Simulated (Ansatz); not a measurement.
# One input, then a changed one: F (hcp type)

First run: DFT, LDA, all-electron LAPW, scalar-relativistic (Ansatz 0.2.0).

Command: `ansatz run input.yaml --threads 1 --pin off --max-ram 2048MiB --backend cpu --events-out ev --progress --plain --runs-dir out` It took 60 s on 1 thread of Arm Neoverse V1 (shared host), peak memory 0.78 GiB.

```yaml
crystal:
  lattice:
    - [2.6463212685, 0.0, 0.0]
    - [-1.3231606343, 2.2917814451, 0.0]
    - [0.0, 0.0, 4.287040455]
  atoms:
    - { symbol: F, position: [0.1933333333, 0.5966666667, 0.145] }
    - { symbol: F, position: [0.8066666667, 0.4033333333, 0.855] }
kpoints:
  mp_grid: { grid: [13, 13, 7] }
scf:
  occupations: { method: fermi_dirac, width: 0.05 }
hamiltonian:
  xc: lda
  pseudopotentials: { kind: all_electron, lapw: { basis_error: 0.001 } }
output:
  forces: true
  stress: true
  eigenvalues: true
  populations: true
```

This is a prototype cell at a chosen volume, and whether it is the ground state is a separate question.

This run: one bond, the shortest of the undistorted cell, set to 1.527 Å.

It converges in 7 SCF iterations at a pressure of -5.07 GPa, largest force 3.542 eV/Å.

A second input differs as follows:

```diff
   lattice:
-    - [2.6463212685, 0.0, 0.0]
-    - [-1.3231606343, 2.2917814451, 0.0]
-    - [0.0, 0.0, 4.287040455]
+    - [2.11705701, 0.0, 0.0]
+    - [-1.05852851, 1.83342516, 0.0]
+    - [0.0, 0.0, 3.42963236]
   atoms:
   occupations: { method: fermi_dirac, width: 0.05 }
+  max_iter: 80
 hamiltonian:
```

Task: What is wrong with it, and what does the program do?

Result: The change was made to test a lattice far too small. The run converges in 7 SCF iterations at a pressure of 153.5 GPa, largest force 11.998 eV/Å. Compare each number with the sound run's before taking it for a property of the system. The log ends:
```
--- Band table (eV; the first three rows and the last of 322) ---
  k-point 0: bands = ["-644.5267", "-644.5264", "-26.1169", "-12.8519", "-3.9843", "3.2565", "3.5611", "3.7849", "6.7082", "13.1650", "19.0588", "29.4257", "30.5913"]
  k-point 1: bands = ["-644.5267", "-644.5264", "-26.0998", "-13.0097", "-3.7071", "3.2609", "3.4102", "3.9695", "6.7048", "12.7695", "19.3768", "28.6860", "31.3860"]
  k-point 2: bands = ["-644.5267", "-644.5264", "-26.0607", "-13.3409", "-3.0921", "3.2263", "3.2707", "4.2411", "6.6971", "11.9376", "20.0269", "27.7505", "32.4721"]
  k-point 321: bands = ["-644.5267", "-644.5264", "-22.6650", "-13.7323", "-3.8729", "-3.3374", "0.2065", "5.8977", "7.0686", "11.9373", "24.0297", "25.7036", "27.3427"]
--- Löwdin populations: 2 sites ---
  site symbol       q [e]
     0      F      8.9660
     1      F      8.9660
  spilling = 0.003778 (of n_electrons = 18.000000)
```
